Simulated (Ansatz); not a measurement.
**Two-dimensional strain map in WC**

Method: Ansatz, DFT PBEsol, scalar-relativistic, plane waves, PAW. Cutoff 420 eV, Γ-centred 18×18×18 k-points, Gaussian smearing of 0.15 eV. Spin–orbit coupling is left out, which can shift energies with elements as heavy as these. No spin polarisation. Energies are free energies at this smearing, counted from the undisturbed cell; pressure is positive in compression.

The undisturbed cell (as given, not relaxed at this level; it stands at -10.1 GPa; this rock-salt form isn't the usual structure):

```
CELL_PARAMETERS angstrom
0.00000 2.19268 2.19268
2.19268 0.00000 2.19268
2.19268 2.19268 0.00000
ATOMIC_POSITIONS crystal
W 0.00000 0.00000 0.00000
C 0.50000 0.50000 0.50000
```

The cell is strained by p along both x and y and by q along z, fractional coordinates fixed. Points are written (p, q). At -10 GPa the given cell is far from its own equilibrium, so these figures belong to a strongly strained crystal.

Energy above the undisturbed cell in meV/atom (a dash: not computed):

| p \ q | -0.080 | -0.040 | 0.000 | 0.040 | 0.080 |
| --- | --- | --- | --- | --- | --- |
| -0.080 | 722.9 | 498.2 | 399.7 | 379.3 | 405.9 |
| -0.040 | 293.9 | 111.6 | 55.9 | 76.7 | 140.9 |
| 0.000 | 158.2 | 18.4 | 0.0 | 58.7 | 158.9 |
| 0.040 | 214.1 | 115.0 | 133.8 | 226.0 | 359.8 |
| 0.080 | 390.9 | 329.2 | 383.6 | 508.7 | 672.8 |

Pressure in GPa:

| p \ q | -0.080 | -0.040 | 0.000 | 0.040 | 0.080 |
| --- | --- | --- | --- | --- | --- |
| -0.080 | 139.2 | 105.2 | 80.9 | 63.4 | 50.9 |
| -0.040 | 74.0 | 45.3 | 25.3 | 11.4 | 1.9 |
| 0.000 | 31.3 | 6.8 | -10.1 | -21.4 | -28.8 |
| 0.040 | 4.0 | -17.3 | -31.8 | -41.3 | -47.1 |
| 0.080 | -12.9 | -31.7 | -44.3 | -52.4 | -57.2 |